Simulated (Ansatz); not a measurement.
**Hf: two-dimensional strain map**

The calculation used DFT PBEsol, scalar-relativistic, plane waves, PAW in Ansatz 0.2.0. Cutoff 420 eV, Γ-centred 18×18×18 k-points, Gaussian smearing of 0.15 eV. Spin–orbit coupling is left out, which can shift energies with elements as heavy as these. No spin polarisation. Energies are free energies at this smearing, counted from the undisturbed cell; pressure is positive in compression.

Zero of the scan (as given, not relaxed at this level; it stands at -9.0 GPa; this bcc form isn't the usual structure):

```
Hf
1.0
    -1.80500    1.80500    1.80500
     1.80500   -1.80500    1.80500
     1.80500    1.80500   -1.80500
Hf
1
Direct
  0.00000 0.00000 0.00000
```

The cell is strained by p along both x and y and by q along z, fractional coordinates fixed. Points are written (p, q). At -9 GPa the given cell is far from its own equilibrium, so these figures belong to a strongly strained crystal.

Energy above the undisturbed cell in meV/atom (a dash: not computed):

```
 p \ q  -0.050  -0.025  0.000  0.025  0.050
-0.050   -47.0   -63.5  -71.8  -73.2  -69.4
-0.025   -69.0   -63.7  -52.0  -34.9  -13.4
 0.000   -57.1   -30.8    0.0   35.0   73.2
 0.025   -17.3    28.7   78.3  130.4  184.6
 0.050    49.5   111.0  177.6  246.3  315.8
```

Pressure in GPa:

```
 p \ q  -0.050  -0.025  0.000  0.025  0.050
-0.050     6.2     3.1    0.3   -2.1   -4.1
-0.025     0.2    -2.5   -4.8   -6.9   -8.6
 0.000    -4.7    -7.0   -9.0  -10.7  -12.2
 0.025    -8.7   -10.6  -12.3  -13.8  -15.1
 0.050   -12.1   -13.6  -15.0  -16.2  -17.3
```